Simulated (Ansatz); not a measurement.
## Bi: the volume at rest

Bi in the rhombohedral A7 structure, starting from this typed cell of 36.63 Å³ an atom.

```
Bi
1.0
     2.29000    1.32213    4.03333
    -2.29000    1.32213    4.03333
     0.00000   -2.64426    4.03333
Bi
2
Direct
  0.23350 0.23350 0.23350
  0.76650 0.76650 0.76650
```

Method (Ansatz, development build): k mesh 8×8×8; Fermi–Dirac smearing of 0.1 eV; no spin. Cell and atoms are relaxed to zero stress with the symmetry kept and no dispersion correction.

Caveats: coarse k mesh.

**Question.** What volume results under PBE, LDA, PBEsol, and how much do the potentials matter?

**Answer.** 
| functional | potentials | cutoff (eV) | volume (Å³/atom) | change (%) |
| --- | --- | --- | --- | --- |
| PBE | all-electron PAW datasets (no frozen core) | 280 | 36.93 | 0.8 |
| PBE | Ansatz generated PAW | 420 | 36.92 | 0.8 |
| PBE | Ansatz hand-made PAW | 500 | 36.95 | 0.9 |
| PBE | JTH PAW | 1800 | 36.90 | 0.7 |
| PBE | Ansatz norm-conserving | 898 | 36.96 | 0.9 |
| LDA | Ansatz hand-made PAW | 640 | 33.61 | -8.3 |
| LDA | PseudoDojo norm-conserving | 952 | 33.48 | -8.6 |
| PBEsol | Ansatz hand-made PAW | 640 | 34.53 | -5.8 |
| PBEsol | PseudoDojo norm-conserving | 898 | 34.41 | -6.1 |

From smallest to largest: LDA, PBEsol, PBE.
